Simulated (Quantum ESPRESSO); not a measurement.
**Band energies of TaAgO$_{3}$**

```xyz
10
Lattice="2.7878 1.6096 4.6444 -2.7878 1.6096 4.6444 0.0000 -3.2191 4.6444" Properties=species:S:1:pos:R:3 pbc="T T T"
O      0.3152     1.6096     8.1278
O     -0.3152    -1.6096     5.8056
O     -1.5515    -0.5318     8.1278
O      1.5515     0.5318     5.8056
O      1.2363    -1.0777     8.1278
O     -1.2363     1.0777     5.8056
Ag     0.0000     0.0000    10.4500
Ag     0.0000     0.0000     3.4833
Ta     0.0000     0.0000     0.0000
Ta     0.0000     0.0000     6.9667
```

PBEsol (pw.x of Quantum ESPRESSO, ONCV potentials, scalar-relativistic); path ΓLB1,BZΓX,QFP1Z,LP; energies in eV from the valence-band maximum.

```csv
k (1/Å),point,band 46,band 47,band 48,band 49,band 50,band 51,band 52,band 53
0.00,Γ,-0.75,-0.75,-0.55,-0.16,-0.16,2.04,2.08,2.08
0.23,,-0.81,-0.80,-0.38,-0.21,-0.12,2.23,2.34,2.40
0.46,,-0.47,-0.43,-0.39,-0.14,-0.08,2.64,3.04,3.18
0.69,L,-0.65,-0.26,-0.26,-0.06,-0.06,3.38,3.38,3.93
0.97,,-0.48,-0.37,-0.37,-0.20,-0.20,3.32,3.32,3.87
1.24,B1,-0.65,-0.38,-0.38,-0.20,-0.20,3.15,3.15,4.17
1.24,B,-0.65,-0.38,-0.38,-0.20,-0.20,3.15,3.15,4.17
1.43,,-0.66,-0.33,-0.33,-0.27,-0.27,3.25,3.25,4.19
1.63,,-0.46,-0.41,-0.41,-0.23,-0.23,3.42,3.42,3.97
1.82,Z,-0.52,-0.24,-0.24,-0.24,-0.24,3.39,3.39,4.11
2.04,,-0.51,-0.51,-0.37,-0.13,-0.13,2.59,3.22,3.22
2.27,,-0.89,-0.89,-0.43,-0.14,-0.14,2.16,2.43,2.43
2.49,Γ,-0.75,-0.75,-0.55,-0.16,-0.16,2.04,2.08,2.08
2.66,,-0.86,-0.80,-0.43,-0.18,-0.14,2.17,2.22,2.26
2.83,,-0.79,-0.67,-0.27,-0.25,-0.12,2.49,2.57,2.67
3.17,,-0.53,-0.44,-0.38,-0.32,-0.11,3.32,3.47,3.57
3.33,X,-0.53,-0.47,-0.28,-0.19,-0.10,2.59,3.78,3.94
3.33,Q,-0.53,-0.47,-0.28,-0.19,-0.10,2.59,3.78,3.94
3.62,F,-0.43,-0.23,-0.18,-0.09,-0.08,1.88,3.84,4.12
3.62,P1,-0.62,-0.45,-0.25,-0.23,-0.09,2.61,3.83,3.96
3.87,,-0.45,-0.38,-0.37,-0.36,-0.18,3.22,3.62,3.88
3.99,,-0.48,-0.36,-0.31,-0.25,-0.20,3.39,3.45,3.96
4.11,Z,-0.52,-0.24,-0.24,-0.24,-0.24,3.39,3.39,4.11
4.11,L,-0.65,-0.26,-0.26,-0.06,-0.06,3.38,3.38,3.93
4.27,,-0.54,-0.36,-0.35,-0.17,0.00,3.35,3.43,3.78
4.59,P,-0.62,-0.45,-0.25,-0.23,-0.09,2.61,3.83,3.96
```

The PBEsol gap is indirect, 1.88 eV, from 33 % of the way from L to P to F; the smallest direct gap is 1.96 eV.

Spin-orbit coupling is left out, which matters for elements this heavy: edges can move by tenths of an eV.

Geometry of the Materials Project entry, not relaxed at this level.

The structure is a Materials Project entry; no match was found in the copy of COD used, and its stability was not checked.
